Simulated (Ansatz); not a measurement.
Input, command and steps of an Ansatz relaxation.

```yaml
crystal:
  lattice:
    - [1.4423680687, 0.8327515927, 5.5846308402]
    - [-1.4423680687, 0.8327515927, 5.5846308402]
    - [0.0, -1.6655031855, 5.5846308402]
  atoms:
    - { symbol: Zr, position: [0.7484, 0.7484, 0.7484] }
    - { symbol: Zr, position: [0.5849, 0.5849, 0.5849] }
    - { symbol: F, position: [0.0, 0.0, 0.0] }
basis:
  ecutwfc: 420
kpoints:
  mp_grid: { grid: [6, 6, 6] }
hamiltonian:
  xc: pbe
scf:
  occupations: { method: gaussian, width: 0.1 }
  lower_state_search: "off"
output:
  forces: true
  stress: true
  eigenvalues: true
relax:
  adjacent_minimum: "off"
  f_tol: 0.04
  max_steps: 70
  cell: { stress_tol: 0.4 }
```

```bash
ansatz run input.yaml --threads 1 --pin off --max-ram 2560MiB --backend cpu --events-out ev --progress --plain --runs-dir out
```

The calculation used DFT PBE, scalar-relativistic, plane waves, PAW (Ansatz).

Of 10 frames 10 are shown, positions in Å and forces in eV/Å; the SCF threshold varies from step to step. Steps run on the plane waves of an earlier cell, with a Pulay correction in the pressure. The basis is chosen afresh for the last frame, the zero of the energies, and at times for earlier ones too; energy and pressure step there, also at an unchanged geometry. Here that happened at step 7 (-33 meV/atom, 2.7 GPa); the frames before carry an error of that size.

```xyz
3
Lattice="1.4424 0.8328 5.5846 -1.4424 0.8328 5.5846 0.0000 -1.6655 5.5846" Properties=species:S:1:pos:R:3:forces:R:3 pbc="T T T" step=1 free_energy_over_end_meV_per_atom=974.41 pressure_GPa=58.69
Zr    0.0000    0.0000   12.5386    0.0000    0.0000    6.2760
Zr    0.0000    0.0000    9.7994    0.0000    0.0000   -6.2918
F     0.0000    0.0000    0.0000    0.0000    0.0000    0.0160
3
Lattice="1.5122 0.8731 5.6479 -1.5122 0.8731 5.6479 0.0000 -1.7461 5.6479" Properties=species:S:1:pos:R:3:forces:R:3 pbc="T T T" step=2 free_energy_over_end_meV_per_atom=220.93 pressure_GPa=22.76
Zr    0.0000    0.0000   12.8386    0.0000    0.0000    1.5288
Zr    0.0000    0.0000    9.7519    0.0000    0.0000   -1.5528
F     0.0000    0.0000    0.0004    0.0000    0.0000    0.0240
3
Lattice="1.5843 0.9147 5.8185 -1.5843 0.9147 5.8185 0.0000 -1.8294 5.8185" Properties=species:S:1:pos:R:3:forces:R:3 pbc="T T T" step=3 free_energy_over_end_meV_per_atom=69.38 pressure_GPa=2.06
Zr    0.0000    0.0000   13.2405    0.0000    0.0000    1.0607
Zr    0.0000    0.0000   10.0308    0.0000    0.0000   -1.1435
F     0.0000    0.0000    0.0020    0.0000    0.0000    0.0829
3
Lattice="1.5936 0.9201 5.7944 -1.5936 0.9201 5.7944 0.0000 -1.8402 5.7944" Properties=species:S:1:pos:R:3:forces:R:3 pbc="T T T" step=4 free_energy_over_end_meV_per_atom=43.96 pressure_GPa=2.06
Zr    0.0000    0.0000   13.2666    0.0000    0.0000   -0.2466
Zr    0.0000    0.0000    9.9060    0.0000    0.0000    0.1215
F     0.0000    0.0000    0.0046    0.0000    0.0000    0.1249
3
Lattice="1.5882 0.9169 5.8835 -1.5882 0.9169 5.8835 0.0000 -1.8338 5.8835" Properties=species:S:1:pos:R:3:forces:R:3 pbc="T T T" step=5 free_energy_over_end_meV_per_atom=38.75 pressure_GPa=0.81
Zr    0.0000    0.0000   13.4619    0.0000    0.0000   -0.0809
Zr    0.0000    0.0000   10.0506    0.0000    0.0000    0.0207
F     0.0000    0.0000    0.0210    0.0000    0.0000    0.0608
3
Lattice="1.5855 0.9154 5.9373 -1.5855 0.9154 5.9373 0.0000 -1.8308 5.9373" Properties=species:S:1:pos:R:3:forces:R:3 pbc="T T T" step=6 free_energy_over_end_meV_per_atom=37.84 pressure_GPa=0.05
Zr    0.0000    0.0000   13.5807    0.0000    0.0000   -0.0079
Zr    0.0000    0.0000   10.1354    0.0000    0.0000   -0.0237
F     0.0000    0.0000    0.0326    0.0000    0.0000    0.0317
3
Lattice="1.5855 0.9154 5.9373 -1.5855 0.9154 5.9373 0.0000 -1.8308 5.9373" Properties=species:S:1:pos:R:3:forces:R:3 pbc="T T T" step=7 free_energy_over_end_meV_per_atom=5.27 pressure_GPa=2.73
Zr    0.0000    0.0000   13.5807    0.0000    0.0000    0.0106
Zr    0.0000    0.0000   10.1354    0.0000    0.0000   -0.0358
F     0.0000    0.0000    0.0326    0.0000    0.0000    0.0251
3
Lattice="1.6081 0.9285 5.9539 -1.6081 0.9285 5.9539 0.0000 -1.8569 5.9539" Properties=species:S:1:pos:R:3:forces:R:3 pbc="T T T" step=8 free_energy_over_end_meV_per_atom=1.61 pressure_GPa=-0.28
Zr    0.0000    0.0000   13.6175    0.0000    0.0000    0.0191
Zr    0.0000    0.0000   10.1497    0.0000    0.0000   -0.0657
F     0.0000    0.0000    0.0478    0.0000    0.0000    0.0462
3
Lattice="1.6073 0.9280 5.9689 -1.6073 0.9280 5.9689 0.0000 -1.8560 5.9689" Properties=species:S:1:pos:R:3:forces:R:3 pbc="T T T" step=9 free_energy_over_end_meV_per_atom=1.17 pressure_GPa=-0.12
Zr    0.0000    0.0000   13.6470    0.0000    0.0000    0.0180
Zr    0.0000    0.0000   10.1574    0.0000    0.0000   -0.0390
F     0.0000    0.0000    0.0707    0.0000    0.0000    0.0213
3
Lattice="1.6073 0.9280 5.9689 -1.6073 0.9280 5.9689 0.0000 -1.8560 5.9689" Properties=species:S:1:pos:R:3:forces:R:3 pbc="T T T" step=10 free_energy_over_end_meV_per_atom=0.00 pressure_GPa=-0.09
Zr    0.0000    0.0000   13.6470    0.0000    0.0000    0.0181
Zr    0.0000    0.0000   10.1574    0.0000    0.0000   -0.0385
F     0.0000    0.0000    0.0707    0.0000    0.0000    0.0205
```

The start puts this composition into another compound's structure type, which needn't suit it. The cell swells from 13.4 to 17.8 Å³ an atom, so the end can be far from any stable crystal. At the end the space group is R3m (tolerance 0.05 Å).

Time: 34 s on 1 thread of Arm Neoverse V1, on a shared host, peak memory 0.35 GiB.

The k mesh is coarse. Spin polarisation was left out, and a magnetic state may lie lower.